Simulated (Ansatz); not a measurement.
A relaxation computed with Ansatz, from input to last step.

```yaml
crystal:
  lattice:
    - [6.6095097823, 0.0, 0.0]
    - [0.0, 3.81524135, 0.0]
    - [-1.5244608011, 0.0, 10.6527631614]
  atoms:
    - { symbol: Ti, position: [0.55095885, 0.75, 0.89860779] }
    - { symbol: Ti, position: [0.44904115, 0.25, 0.10139221] }
    - { symbol: Ti, position: [0.6929379, 0.75, 0.56477352] }
    - { symbol: Ti, position: [0.3070621, 0.25, 0.43522648] }
    - { symbol: Ti, position: [0.25322731, 0.75, 0.6554101] }
    - { symbol: Ti, position: [0.74677269, 0.25, 0.3445899] }
    - { symbol: Pb, position: [0.00458994, 0.75, 0.15029122] }
    - { symbol: Pb, position: [0.99541006, 0.25, 0.84970878] }
    - { symbol: O, position: [0.47464688, 0.75, 0.07360568] }
    - { symbol: O, position: [0.52535312, 0.25, 0.92639432] }
    - { symbol: O, position: [0.74418342, 0.75, 0.38273238] }
    - { symbol: O, position: [0.25581658, 0.25, 0.61726762] }
    - { symbol: O, position: [0.35618652, 0.75, 0.47902633] }
    - { symbol: O, position: [0.64381348, 0.25, 0.52097367] }
    - { symbol: O, position: [0.83268109, 0.75, 0.94414491] }
    - { symbol: O, position: [0.16731891, 0.25, 0.05585509] }
    - { symbol: O, position: [0.95528466, 0.75, 0.62913097] }
    - { symbol: O, position: [0.04471534, 0.25, 0.37086903] }
    - { symbol: O, position: [0.5653504, 0.75, 0.71418078] }
    - { symbol: O, position: [0.4346496, 0.25, 0.28581922] }
    - { symbol: O, position: [0.24982998, 0.75, 0.82462015] }
    - { symbol: O, position: [0.75017002, 0.25, 0.17537985] }
basis:
  ecutwfc: 500
kpoints:
  mp_grid: { grid: [4, 8, 4] }
hamiltonian:
  xc: r2scan
scf:
  occupations: { method: gaussian, width: 0.02 }
output:
  forces: true
  stress: true
  eigenvalues: true
relax:
  adjacent_minimum: "off"
  f_tol: 0.01
  max_steps: 40
```

```bash
ansatz run input.yaml --threads 4 --pin off --max-ram 10240MiB --backend cpu --events-out ev --progress --plain --runs-dir out
```

Computed with DFT r2SCAN, scalar-relativistic, plane waves, PAW (Ansatz).

Of 8 frames 7 are shown, positions in Å and forces in eV/Å; the SCF threshold varies from step to step. The mark taken_back stands on steps that the optimiser undid.

```xyz
22
Lattice="6.6095 0.0000 0.0000 0.0000 3.8152 0.0000 -1.5245 0.0000 10.6528" Properties=species:S:1:pos:R:3:forces:R:3 pbc="T T T" step=1 free_energy_over_end_meV_per_atom=0.25
Ti    2.2717    2.8614    9.5727    0.0793    0.0000    0.0607
Ti    2.8134    0.9538    1.0801   -0.0793    0.0000   -0.0607
Ti    3.7190    2.8614    6.0164    0.2027    0.0000    0.1098
Ti    1.3660    0.9538    4.6364   -0.2027    0.0000   -0.1098
Ti    0.6746    2.8614    6.9819   -0.0635    0.0000    0.1408
Ti    4.4105    0.9538    3.6708    0.0635    0.0000   -0.1408
Pb   -0.1988    2.8614    1.6010    0.0028    0.0000   -0.0492
Pb    5.2838    0.9538    9.0517   -0.0028    0.0000    0.0492
O     3.0250    2.8614    0.7841   -0.0111    0.0000   -0.0395
O     2.0601    0.9538    9.8687    0.0111    0.0000    0.0395
O     4.3352    2.8614    4.0772   -0.0128    0.0000    0.0266
O     0.7498    0.9538    6.5756    0.0128    0.0000   -0.0266
O     1.6240    2.8614    5.1030   -0.0126    0.0000    0.0068
O     3.4611    0.9538    5.5498    0.0126    0.0000   -0.0068
O     4.0643    2.8614   10.0578   -0.1301    0.0000   -0.0275
O     1.0207    0.9538    0.5950    0.1301    0.0000    0.0275
O     5.3549    2.8614    6.7020   -0.1594    0.0000   -0.0908
O    -0.2698    0.9538    3.9508    0.1594    0.0000    0.0908
O     2.6479    2.8614    7.6080    0.0081    0.0000   -0.0313
O     2.4371    0.9538    3.0448   -0.0081    0.0000    0.0313
O     0.3942    2.8614    8.7845    0.0778    0.0000   -0.1955
O     4.6909    0.9538    1.8683   -0.0778    0.0000    0.1955
22
Lattice="6.6095 0.0000 0.0000 0.0000 3.8152 0.0000 -1.5245 0.0000 10.6528" Properties=species:S:1:pos:R:3:forces:R:3 pbc="T T T" step=2 free_energy_over_end_meV_per_atom=0.09
Ti    2.2697    2.8614    9.5717   -0.0094    0.0000   -0.0227
Ti    2.8154    0.9538    1.0810    0.0094    0.0000    0.0227
Ti    3.7203    2.8614    6.0188    0.1183    0.0000    0.0527
Ti    1.3647    0.9538    4.6340   -0.1183    0.0000   -0.0527
Ti    0.6732    2.8614    6.9776   -0.0307    0.0000    0.0544
Ti    4.4118    0.9538    3.6752    0.0307    0.0000   -0.0544
Pb   -0.1993    2.8614    1.5897   -0.0186    0.0000    0.0732
Pb    5.2843    0.9538    9.0630    0.0186    0.0000   -0.0732
O     3.0236    2.8614    0.7822   -0.0074    0.0000   -0.0315
O     2.0615    0.9538    9.8706    0.0074    0.0000    0.0315
O     4.3357    2.8614    4.0810   -0.0035    0.0000    0.0022
O     0.7493    0.9538    6.5718    0.0035    0.0000   -0.0022
O     1.6240    2.8614    5.1006   -0.0203    0.0000    0.0081
O     3.4611    0.9538    5.5521    0.0203    0.0000   -0.0081
O     4.0587    2.8614   10.0547   -0.0215    0.0000    0.0076
O     1.0263    0.9538    0.5980    0.0215    0.0000   -0.0076
O     5.3541    2.8614    6.6988   -0.0928    0.0000   -0.0315
O    -0.2690    0.9538    3.9540    0.0928    0.0000    0.0315
O     2.6462    2.8614    7.6068    0.0218    0.0000    0.0080
O     2.4388    0.9538    3.0459   -0.0218    0.0000   -0.0080
O     0.3967    2.8614    8.7762    0.0284    0.0000   -0.0486
O     4.6884    0.9538    1.8765   -0.0284    0.0000    0.0486
22
Lattice="6.6095 0.0000 0.0000 0.0000 3.8152 0.0000 -1.5245 0.0000 10.6528" Properties=species:S:1:pos:R:3:forces:R:3 pbc="T T T" step=3 free_energy_over_end_meV_per_atom=0.02
Ti    2.2713    2.8614    9.5717    0.0176    0.0000    0.0009
Ti    2.8137    0.9538    1.0811   -0.0176    0.0000   -0.0009
Ti    3.7231    2.8614    6.0198    0.0277    0.0000    0.0162
Ti    1.3620    0.9538    4.6330   -0.0277    0.0000   -0.0162
Ti    0.6730    2.8614    6.9775    0.0226    0.0000    0.0072
Ti    4.4120    0.9538    3.6753   -0.0226    0.0000   -0.0072
Pb   -0.2016    2.8614    1.5952    0.0013    0.0000    0.0100
Pb    5.2866    0.9538    9.0576   -0.0013    0.0000   -0.0100
O     3.0211    2.8614    0.7797   -0.0009    0.0000   -0.0101
O     2.0640    0.9538    9.8731    0.0009    0.0000    0.0101
O     4.3362    2.8614    4.0815    0.0056    0.0000   -0.0110
O     0.7489    0.9538    6.5712   -0.0056    0.0000    0.0110
O     1.6222    2.8614    5.1006   -0.0194    0.0000    0.0026
O     3.4629    0.9538    5.5521    0.0194    0.0000   -0.0026
O     4.0592    2.8614   10.0573   -0.0050    0.0000   -0.0082
O     1.0258    0.9538    0.5955    0.0050    0.0000    0.0082
O     5.3538    2.8614    6.6988   -0.0334    0.0000   -0.0021
O    -0.2688    0.9538    3.9540    0.0334    0.0000    0.0021
O     2.6482    2.8614    7.6070    0.0191    0.0000    0.0020
O     2.4369    0.9538    3.0458   -0.0191    0.0000   -0.0020
O     0.4003    2.8614    8.7741   -0.0151    0.0000   -0.0176
O     4.6848    0.9538    1.8786    0.0151    0.0000    0.0176
22
Lattice="6.6095 0.0000 0.0000 0.0000 3.8152 0.0000 -1.5245 0.0000 10.6528" Properties=species:S:1:pos:R:3:forces:R:3 pbc="T T T" step=4 free_energy_over_end_meV_per_atom=0.01
Ti    2.2727    2.8614    9.5718    0.0169    0.0000    0.0080
Ti    2.8124    0.9538    1.0810   -0.0169    0.0000   -0.0080
Ti    3.7251    2.8614    6.0201    0.0103    0.0000    0.0031
Ti    1.3599    0.9538    4.6327   -0.0103    0.0000   -0.0031
Ti    0.6746    2.8614    6.9780    0.0241    0.0000   -0.0077
Ti    4.4104    0.9538    3.6747   -0.0241    0.0000    0.0077
Pb   -0.2020    2.8614    1.5968    0.0032    0.0000   -0.0003
Pb    5.2870    0.9538    9.0560   -0.0032    0.0000    0.0003
O     3.0198    2.8614    0.7784    0.0019    0.0000    0.0007
O     2.0652    0.9538    9.8743   -0.0019    0.0000   -0.0007
O     4.3362    2.8614    4.0807    0.0025    0.0000   -0.0092
O     0.7489    0.9538    6.5721   -0.0025    0.0000    0.0092
O     1.6202    2.8614    5.1007   -0.0090    0.0000    0.0011
O     3.4648    0.9538    5.5521    0.0090    0.0000   -0.0011
O     4.0600    2.8614   10.0576   -0.0035    0.0000   -0.0078
O     1.0251    0.9538    0.5952    0.0035    0.0000    0.0078
O     5.3544    2.8614    6.6995   -0.0172    0.0000   -0.0014
O    -0.2694    0.9538    3.9533    0.0172    0.0000    0.0014
O     2.6510    2.8614    7.6074   -0.0021    0.0000    0.0021
O     2.4340    0.9538    3.0453    0.0021    0.0000   -0.0021
O     0.4009    2.8614    8.7734   -0.0092    0.0000   -0.0008
O     4.6841    0.9538    1.8794    0.0092    0.0000    0.0008
22
Lattice="6.6095 0.0000 0.0000 0.0000 3.8152 0.0000 -1.5245 0.0000 10.6528" Properties=species:S:1:pos:R:3:forces:R:3 pbc="T T T" step=5 free_energy_over_end_meV_per_atom=0.06 taken_back
Ti    2.2777    2.8614    9.5739   -0.0775    0.0000   -0.0041
Ti    2.8074    0.9538    1.0789    0.0775    0.0000    0.0041
Ti    3.7283    2.8614    6.0196    0.1165    0.0000   -0.0046
Ti    1.3568    0.9538    4.6331   -0.1165    0.0000    0.0046
Ti    0.6868    2.8614    6.9785   -0.1077    0.0000    0.0458
Ti    4.3983    0.9538    3.6743    0.1077    0.0000   -0.0458
Pb   -0.2011    2.8614    1.5976   -0.0414    0.0000    0.0502
Pb    5.2861    0.9538    9.0551    0.0414    0.0000   -0.0502
O     3.0206    2.8614    0.7787   -0.0099    0.0000   -0.0054
O     2.0645    0.9538    9.8741    0.0099    0.0000    0.0054
O     4.3338    2.8614    4.0766   -0.0161    0.0000    0.0300
O     0.7512    0.9538    6.5761    0.0161    0.0000   -0.0300
O     1.6182    2.8614    5.1021    0.0183    0.0000   -0.0287
O     3.4669    0.9538    5.5506   -0.0183    0.0000    0.0287
O     4.0625    2.8614   10.0571   -0.0111    0.0000   -0.0009
O     1.0226    0.9538    0.5957    0.0111    0.0000    0.0009
O     5.3565    2.8614    6.6993   -0.0537    0.0000   -0.0256
O    -0.2714    0.9538    3.9535    0.0537    0.0000    0.0256
O     2.6519    2.8614    7.6071    0.0134    0.0000    0.0247
O     2.4331    0.9538    3.0457   -0.0134    0.0000   -0.0247
O     0.4011    2.8614    8.7724    0.0275    0.0000    0.0265
O     4.6839    0.9538    1.8803   -0.0275    0.0000   -0.0265
22
Lattice="6.6095 0.0000 0.0000 0.0000 3.8152 0.0000 -1.5245 0.0000 10.6528" Properties=species:S:1:pos:R:3:forces:R:3 pbc="T T T" step=6 free_energy_over_end_meV_per_atom=0.00
Ti    2.2740    2.8614    9.5745    0.0083    0.0000   -0.0259
Ti    2.8111    0.9538    1.0783   -0.0083    0.0000    0.0259
Ti    3.7282    2.8614    6.0199    0.0016    0.0000   -0.0122
Ti    1.3569    0.9538    4.6329   -0.0016    0.0000    0.0122
Ti    0.6801    2.8614    6.9806   -0.0010    0.0000   -0.0273
Ti    4.4049    0.9538    3.6722    0.0010    0.0000    0.0273
Pb   -0.2014    2.8614    1.5992   -0.0059    0.0000    0.0016
Pb    5.2864    0.9538    9.0536    0.0059    0.0000   -0.0016
O     3.0209    2.8614    0.7787   -0.0020    0.0000   -0.0009
O     2.0642    0.9538    9.8741    0.0020    0.0000    0.0009
O     4.3355    2.8614    4.0789    0.0030    0.0000   -0.0020
O     0.7495    0.9538    6.5739   -0.0030    0.0000    0.0020
O     1.6183    2.8614    5.1000   -0.0027    0.0000    0.0024
O     3.4668    0.9538    5.5527    0.0027    0.0000   -0.0024
O     4.0605    2.8614   10.0575   -0.0093    0.0000   -0.0032
O     1.0246    0.9538    0.5953    0.0093    0.0000    0.0032
O     5.3543    2.8614    6.7009    0.0054    0.0000    0.0035
O    -0.2692    0.9538    3.9519   -0.0054    0.0000   -0.0035
O     2.6504    2.8614    7.6075   -0.0023    0.0000    0.0174
O     2.4346    0.9538    3.0453    0.0023    0.0000   -0.0174
O     0.4000    2.8614    8.7743    0.0037    0.0000    0.0165
O     4.6850    0.9538    1.8784   -0.0037    0.0000   -0.0165
22
Lattice="6.6095 0.0000 0.0000 0.0000 3.8152 0.0000 -1.5245 0.0000 10.6528" Properties=species:S:1:pos:R:3:forces:R:3 pbc="T T T" step=8 free_energy_over_end_meV_per_atom=0.00
Ti    2.2744    2.8614    9.5733   -0.0050    0.0000   -0.0021
Ti    2.8106    0.9538    1.0795    0.0050    0.0000    0.0021
Ti    3.7282    2.8614    6.0197    0.0022    0.0000    0.0017
Ti    1.3569    0.9538    4.6331   -0.0022    0.0000   -0.0017
Ti    0.6796    2.8614    6.9794    0.0003    0.0000    0.0043
Ti    4.4055    0.9538    3.6733   -0.0003    0.0000   -0.0043
Pb   -0.2027    2.8614    1.5985   -0.0045    0.0000   -0.0004
Pb    5.2877    0.9538    9.0543    0.0045    0.0000    0.0004
O     3.0203    2.8614    0.7784   -0.0003    0.0000    0.0014
O     2.0648    0.9538    9.8743    0.0003    0.0000   -0.0014
O     4.3359    2.8614    4.0790   -0.0009    0.0000    0.0025
O     0.7491    0.9538    6.5738    0.0009    0.0000   -0.0025
O     1.6181    2.8614    5.1003    0.0011    0.0000    0.0012
O     3.4670    0.9538    5.5525   -0.0011    0.0000   -0.0012
O     4.0604    2.8614   10.0567    0.0071    0.0000    0.0020
O     1.0247    0.9538    0.5961   -0.0071    0.0000   -0.0020
O     5.3547    2.8614    6.7005   -0.0002    0.0000    0.0002
O    -0.2696    0.9538    3.9523    0.0002    0.0000   -0.0002
O     2.6511    2.8614    7.6078   -0.0010    0.0000   -0.0058
O     2.4339    0.9538    3.0450    0.0010    0.0000    0.0058
O     0.4010    2.8614    8.7742   -0.0047    0.0000   -0.0044
O     4.6841    0.9538    1.8786    0.0047    0.0000    0.0044
```

Time: 4.4 min on 4 threads of Oxide Virtual Turin-like Processor (Zen 5), on a shared host, peak memory 2.5 GiB.

Spin–orbit coupling is left out, which can shift energies with elements as heavy as these.